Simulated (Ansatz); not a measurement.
# NbSb in the wurtzite structure

The computed numbers are results of PBEsol, scalar-relativistic (no spin polarisation) in the plane-wave PAW code Ansatz at 420 eV, Γ-centred 10×10×6 mesh, 0.05 eV Gaussian smearing; PAW files: Ansatz's generated set soft_2.

```yaml
crystal:
  lattice:
    - [3.13325, 0.00000, 0.00000]
    - [-1.56663, 2.71348, 0.00000]
    - [0.00000, 0.00000, 10.05476]
  atoms:
    - { symbol: Nb, position: [0.66667, 0.33333, 0.95114] }
    - { symbol: Nb, position: [0.33333, 0.66667, 0.45114] }
    - { symbol: Sb, position: [0.66667, 0.33333, 0.67406] }
    - { symbol: Sb, position: [0.33333, 0.66667, 0.17406] }
```

This is a trial structure made by placing the elements on a prototype's sites, so it needn't be the stable form.

Cell and atoms are those of this level's equilibrium.

The cell has space group P6_3mc (read at 0.01 Å). In it the stress is -0.01, -0.01, -0.01, 0.00, 0.00, 0.00 GPa and the largest force component 0.002 eV/Å. Each change below starts from this cell, without further relaxation. Stress is in GPa, positive in compression, in the order xx, yy, zz, yz, xz, xy; energies are counted from the cell above and are free energies with the smearing's entropy, which match forces and stress in a metal.

**Question.** What happens when atom 3 (Sb) is moved by 0.02 Å along y?

**Answer.** The energy changes by 0.2 meV per cell, and the force on it along the shift is -0.0151 eV/Å (−F/u = 0.76 eV/Å²). Stress: -0.01, -0.01, -0.01, -0.16, 0.00, 0.00.
```tsv
atom	Fx (eV/Å)	Fy	Fz
Nb1	0.000	-0.010	0.002
Nb2	0.000	0.027	0.001
Sb3	0.000	-0.015	0.000
Sb4	0.000	-0.003	-0.002
```

**Question.** What stress follows from an engineering strain of 2 % in zz, atoms carried along?

**Answer.** -1.53, -1.53, -5.12, 0.00, 0.00, 0.00 GPa; the energy changes by 28.3 meV per cell.
The change of the stress over the strain gives a clamped-atom stiffness of about 256 GPa for this component, a secant value that lies under the elastic constant in tension and over it in compression, by several per cent for each per cent of strain.
In a harmonic crystal the energy would rise by V(½Cε² − σ₀ε), with σ₀ the stress of the unstrained cell, = 27.4 meV, close to the run's value; the rest has the sign of the anharmonic part, which a secant stiffness overstates.

For elements this heavy, spin–orbit coupling would shift levels and gaps; it isn't included here.
